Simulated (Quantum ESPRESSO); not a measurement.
```cif
data_Cu3S4V
_chemical_formula_sum 'S4 V1 Cu3'
_space_group_name_H-M_alt 'P 1'
_space_group_IT_number 1
_cell_length_a 5.36988
_cell_length_b 5.36988
_cell_length_c 5.36988
_cell_angle_alpha 90.000
_cell_angle_beta 90.000
_cell_angle_gamma 90.000
loop_
_space_group_symop_operation_xyz
  'x, y, z'
loop_
_atom_site_label
_atom_site_type_symbol
_atom_site_fract_x
_atom_site_fract_y
_atom_site_fract_z
_atom_site_occupancy
S1 S 0.76292 0.23708 0.76292 1
S2 S 0.23708 0.23708 0.23708 1
S3 S 0.23708 0.76292 0.76292 1
S4 S 0.76292 0.76292 0.23708 1
V1 V 0.00000 0.00000 0.00000 1
Cu1 Cu 0.00000 0.50000 0.00000 1
Cu2 Cu 0.50000 0.00000 0.00000 1
Cu3 Cu 0.00000 0.00000 0.50000 1
```

The geometry is that of Materials Project entry mp-3762, symmetrised and not relaxed again.

Problem. What does PBEsol (pw.x of Quantum ESPRESSO, ONCV potentials, no spin-orbit coupling) give for the electronic structure near the Fermi level?

Solution. The PBEsol gap is indirect, 1.02 eV, from R to X; the smallest direct gap is 1.37 eV. The 3d shell has no Hubbard U; the runs are without spin polarisation, and magnetic order was not tried.
